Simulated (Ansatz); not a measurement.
Relaxed InSb (zinc blende):

```
InSb
1.0
    0.00000     3.31730     3.31730
    3.31730     0.00000     3.31730
    3.31730     3.31730     0.00000
Sb In
1 1
Cartesian
  4.97595   4.97595   4.97595
  0.00000   0.00000   0.00000
```

In this cell atom 1 (Sb, nearest neighbour In at 2.873 Å; its periodic images, 4.7 Å or more away, move with it) is moved by u·(0.707, 0.707, 0.000) + v·(0.000, 0.000, 1.000); the rest is frozen.

All values below come from PBE (plane waves to 420 eV, PAW, scalar-relativistic; Ansatz, a first-principles code). k mesh 10×10×10 (Γ-centred), Fermi-Dirac smearing 0.05 eV. With partly filled bands, energies and forces of such displacements shift with the k mesh and the smearing. Fu and Fv are the components of the force on the atom. At this level the bands of InSb touch or barely overlap; measurements give the solid a gap. InSb was relaxed with its symmetry unable to fall. Spin-orbit coupling is left out, though Sb is heavy. The last digit holds for this mesh only.

Changes of Fv (eV/Å) from the point u = 0.000 Å, v = 0.000 Å when one coordinate moves alone (two changes are said to add if the coupling is within 5 % of the smaller one, nearly so within 20 %):

```csv
point,change
"u = 0.000 Å, v = -0.430 Å",2.252
"u = 0.000 Å, v = -0.215 Å",1.225
"u = -0.430 Å, v = 0.000 Å",-1.473
"u = -0.215 Å, v = 0.000 Å",-0.360
"u = 0.215 Å, v = 0.000 Å",-0.360
"u = 0.430 Å, v = 0.000 Å",-1.473
"u = 0.000 Å, v = 0.215 Å",-1.225
"u = 0.000 Å, v = 0.430 Å",-2.252
```

What is the change at u = 0.430 Å, v = 0.215 Å, where both move, and how far is it from the sum?

The sum of the single changes is -1.473 + (-1.225) = -2.698; the calculation gives -3.212, so the coupling contributes -0.514 (over 20 % of the smaller single change, not additive).

What is the change at u = 0.215 Å, v = -0.430 Å, where both move, and how far is it from the sum?

The sum of the single changes is -0.360 + (2.252) = 1.892; the calculation gives 2.043, so the coupling contributes 0.151 (over 20 % of the smaller single change, not additive).

What is the change at u = -0.215 Å, v = 0.215 Å, where both move, and how far is it from the sum?

The sum of the single changes is -0.360 + (-1.225) = -1.585; the calculation gives -1.684, so the coupling contributes -0.099 (over 20 % of the smaller single change, not additive).

(A displaced cell: forces are minus the slopes of the energy, force constants its curvatures, and phonons follow from these.)
